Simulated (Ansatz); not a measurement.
GaSb (NiAs type, space group No. 194), a = 3.871 Å, b = 3.871 Å, c = 7.147 Å, α = 90.00°, β = 90.00°, γ = 120.00°.

Relaxed with the program Ansatz at the PBEsol level (PAW). Indices refer to the conventional cell of P6_3/mmc, a = b = 3.8709 Å, c = 7.1469 Å, α = β = 90.00°, γ = 120.00°.

Simulate the powder diffraction pattern (Cu Kα, λ = 1.54184 Å; lines above 1 %) up to 2θ = 90°.

Simulated powder pattern, Cu Kα, λ = 1.54184 Å (kinematic, ideal powder, no thermal factors, no anomalous dispersion; the 30 strongest lines at most, above 1 %, up to 2θ = 90°):

| 2θ (°) | d (Å) | I/Imax (%) | hkl |
|---|---|---|---|
| 24.92 | 3.573 | 5.2 | (0002) |
| 26.59 | 3.352 | 1.0 | (1 0 -1 0) |
| 29.43 | 3.035 | 100 | (1 0 -1 1) |
| 36.76 | 2.445 | 90 | (1 0 -1 2) |
| 46.78 | 1.942 | 28 | (1 0 -1 3) |
| 46.95 | 1.935 | 47 | (1 1 -2 0) |
| 51.12 | 1.787 | 12 | (0004) |
| 53.87 | 1.702 | 3.7 | (1 1 -2 2) |
| 56.38 | 1.632 | 16 | (2 0 -2 1) |
| 61.06 | 1.517 | 20 | (2 0 -2 2) |
| 68.44 | 1.371 | 8.7 | (2 0 -2 3) |
| 71.79 | 1.315 | 7.5 | (1 0 -1 5) |
| 71.92 | 1.313 | 25 | (1 1 -2 4) |
| 76.33 | 1.248 | 13 | (2 1 -3 1) |
| 80.41 | 1.194 | 18 | (2 1 -3 2) |
| 86.76 | 1.122 | 7.3 | (1 0 -1 6) |
| 87.12 | 1.119 | 9.2 | (2 1 -3 3) |
| 87.25 | 1.117 | 7.7 | (3 0 -3 0) |

The start of the workflow was typed in or built on a structure type; neither database checked (COD, Materials Project) lists it. It is not the phase usual at ambient conditions (space group No. 216). The PBEsol relaxation kept the symmetry of its start; of distortions, only those at the zone centre were tested. Spin–orbit coupling is left out wherever it is not named.

Potentials: the later of the program's two PAW sets.
